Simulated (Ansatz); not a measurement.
## Stress against strain in Y₂C

```xyz
3
Lattice="1.8124 1.0464 5.9880 -1.8124 1.0464 5.9880 0.0000 -2.0928 5.9880" Properties=species:S:1:pos:R:3 pbc="T T T"
Y     0.0000    0.0000    4.6335
Y     0.0000    0.0000   13.3305
C     0.0000    0.0000    0.0000
```

Atom numbers follow the list: Y1, Y2, C3.

The geometry is COD entry 1531888, unchecked; take it as a test cell.

Theory: DFT, PBEsol, all-electron LAPW, scalar-relativistic (Ansatz 0.2.0).

Sampling and basis: a Γ-centred 11×11×11 k mesh, Fermi–Dirac smearing of 0.05 eV, basis error target 1 meV/atom, no spin polarisation.

The strain is applied along the Cartesian axes of the cell as listed (the other components stay zero). Fractional coordinates are held (clamped ions).

σ is the change of stress from the unstrained cell, which is at -2.85 GPa; tension is positive, so slopes are stress–strain coefficients at that pressure. In a metal the k mesh adds noise.

Only quantities that a quadratic follows smoothly over the whole series are listed; rougher ones are left out.

| εxx = εyy | σzz (GPa) | σxx (GPa) |
| --- | --- | --- |
| -0.0200 | -1.63 | -4.05 |
| 0.0000 | 0.00 | 0.00 |
| 0.0100 | 0.71 | 1.80 |
| 0.0200 | 1.36 | 3.47 |

(1) Fit the series and read off the stiffness at zero strain.

(2) One run, at εxx = εyy = -0.0100, is withheld. Predict its row.

Answers

(1) Least-squares fits y = p0 + p1 x + p2 x² to the rows give σzz (GPa): p1 = 74.7, p2 = -330; σxx (GPa): p1 = 188, p2 = -720. So C13 + C23 = 75 GPa and C11 + C12 = 188 GPa, for these axes.

(2) The fits give -0.78, -1.95; the run gave -0.78, -1.95.
